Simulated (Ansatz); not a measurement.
MoRu in space group P-6m2 (No. 187; Mo on 1e, Ru on 1d) under volume change, DFT-LDA in the program Ansatz with PAW potentials, shape and atoms relaxed at each volume.

```json
[
 {"V (Å³/atom)": "12.782", "E − E(relaxed) (meV/atom)": "133.5", "P (GPa)": "36.79"},
 {"V (Å³/atom)": "13.204", "E − E(relaxed) (meV/atom)": "56.0", "P (GPa)": "22.50"},
 {"V (Å³/atom)": "13.625", "E − E(relaxed) (meV/atom)": "13.2", "P (GPa)": "10.34"},
 {"V (Å³/atom)": "14.047", "E − E(relaxed) (meV/atom)": "0.0", "P (GPa)": "0.00"},
 {"V (Å³/atom)": "14.468", "E − E(relaxed) (meV/atom)": "11.9", "P (GPa)": "-8.78"},
 {"V (Å³/atom)": "14.889", "E − E(relaxed) (meV/atom)": "45.0", "P (GPa)": "-16.23"},
 {"V (Å³/atom)": "15.311", "E − E(relaxed) (meV/atom)": "96.2", "P (GPa)": "-22.54"}
]
```

### Question
What does a third-order Birch–Murnaghan fit give for V₀, B₀ and B′?

### Answer
V₀ = 14.05 Å³/atom, B₀ = 317 GPa, B′ = 4.4.

The workflow started from a Materials Project entry (that database holds measured and hypothetical structures alike); the Crystallography Open Database copy checked does not list it. With Mo and Ru taken as one species the cell has the higher symmetry P6_3/mmc, so it may be an ordered model of a mixed-site phase. Its standing as an ambient phase is unchecked. The cell was relaxed with LDA under the symmetry of its start; of distortions, only those at the zone centre were tested. The run is not spin-polarised.

Potentials: the later of the program's two PAW sets.
